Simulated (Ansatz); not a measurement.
VIr:
```cif
data_IrV
_chemical_formula_sum 'Ir1 V1'
_space_group_name_H-M_alt 'P4/mmm'
_space_group_IT_number 123
_space_group_name_Hall '-P 4 2'
_cell_length_a 2.71804
_cell_length_b 2.71804
_cell_length_c 3.63991
_cell_angle_alpha 90.000
_cell_angle_beta 90.000
_cell_angle_gamma 90.000
loop_
_atom_site_label
_atom_site_type_symbol
_atom_site_symmetry_multiplicity
_atom_site_Wyckoff_symbol
_atom_site_fract_x
_atom_site_fract_y
_atom_site_fract_z
_atom_site_occupancy
Ir1 Ir 1 a 0.00000 0.00000 0.00000 1
V1 V 1 d 0.50000 0.50000 0.50000 1
```

Relaxed at zero pressure with DFT-PBEsol in the program Ansatz with PAW potentials.

The volume is lowered by 6 % and shape and atoms relax at that volume. What pressure results, and how do the axes share the change?

21.4 GPa; a -2.0 %, b -2.0 %, c -2.1 %; the energy rises by 51 meV/atom.

Give the new structure.


Space group P4/mmm (No. 123); a = b = 2.663 Å, c = 3.564 Å, α = β = γ = 90.00°

```tsv
atom	site	symmetry	x	y	z
Ir	1a	4/mmm	0.0000	0.0000	0.0000
V	1d	4/mmm	0.5000	0.5000	0.5000
```

The phase is kept; no other phase was compared at this pressure.

The workflow started from an entry of the Crystallography Open Database (COD), which files this formula under 2 space groups. Its standing as an ambient phase is unchecked. The cell was relaxed with PBEsol under the symmetry of its start; its stability against distortions is not shown here. The workflow began spin-polarised and lost its moments. Axis ratios of metals converge slowly with the k-mesh, so a and c are less sure than the volume. Scalar-relativistic: spin–orbit coupling is off unless named, which matters more the heavier the elements.

Potentials: the later of the program's two PAW sets.
